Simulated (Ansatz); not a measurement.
Relaxed WS2 (2H-MoS2 type, space group P6_3/mmc):

```yaml
crystal:
  lattice:
    - [3.15429, 0.00000, 0.00000]
    - [-1.57715, 2.73170, 0.00000]
    - [0.00000, 0.00000, 12.14086]
  atoms:
    - { symbol: W, position: [0.33333, 0.66667, 0.25000] }
    - { symbol: W, position: [0.66667, 0.33333, 0.75000] }
    - { symbol: S, position: [0.33333, 0.66667, 0.62030] }
    - { symbol: S, position: [0.66667, 0.33333, 0.12030] }
    - { symbol: S, position: [0.66667, 0.33333, 0.37970] }
    - { symbol: S, position: [0.33333, 0.66667, 0.87970] }
```

In this cell atom 5 (S, nearest neighbour W at 2.408 Å; its periodic images, 3.2 Å or more away, move with it) is moved by s towards the nearest neighbour, unit vector (-0.655, 0.378, -0.654); all other atoms and the cell stay fixed.

These are PBE-D3(BJ) (plane waves to 420 eV, PAW, scalar-relativistic; Ansatz, an electronic-structure program) values and carry that method's errors. k mesh 10×10×3 (Γ-centred), Fermi-Dirac smearing 0.05 eV. The energy includes the smearing's −TS. Left out: 3 of 11 points, with atoms too close for the PAW data. Spin-orbit coupling is left out, though W is heavy. The PAW data are Ansatz's earlier set. WS2 is run without spin polarisation. WS2 was relaxed with its symmetry unable to fall. The zero of ΔE is the undisplaced structure.

Successive frames, forces in eV/Å:

```tsv
frame	ΔE (eV/cell)	F on W1	F on W2	F on S3	F on S4	F on S5	F on S6
s = 0.144 Å	0.170	(-1.337, 0.772, -1.885)	(-0.005, 0.003, -0.002)	(-0.006, 0.004, -0.039)	(0.014, -0.008, -0.198)	(1.332, -0.769, 2.125)	(0.002, -0.001, -0.001)
s = 0.000 Å	0.000	(0.000, 0.000, 0.000)	(0.000, 0.000, 0.000)	(0.000, 0.000, 0.000)	(0.000, 0.000, 0.000)	(0.000, 0.000, 0.000)	(0.000, 0.000, 0.000)
s = -0.144 Å	0.124	(0.764, -0.441, 1.259)	(0.007, -0.004, 0.004)	(0.009, -0.005, 0.045)	(-0.043, 0.025, 0.152)	(-0.734, 0.424, -1.462)	(-0.003, 0.002, 0.001)
```

What are the energy and the forces in the next frame, s = -0.288 Å?

ΔE (eV/cell) = 0.430.

```tsv
atom	Fx	Fy	Fz
W1	1.163	-0.671	2.087
W2	0.014	-0.008	0.010
S3	0.020	-0.012	0.097
S4	-0.095	0.055	0.276
S5	-1.096	0.633	-2.473
S6	-0.005	0.003	0.003
```

(For displaced atoms, the force is minus the slope of the energy, and its curvature is a force constant, which sets phonon frequencies.)
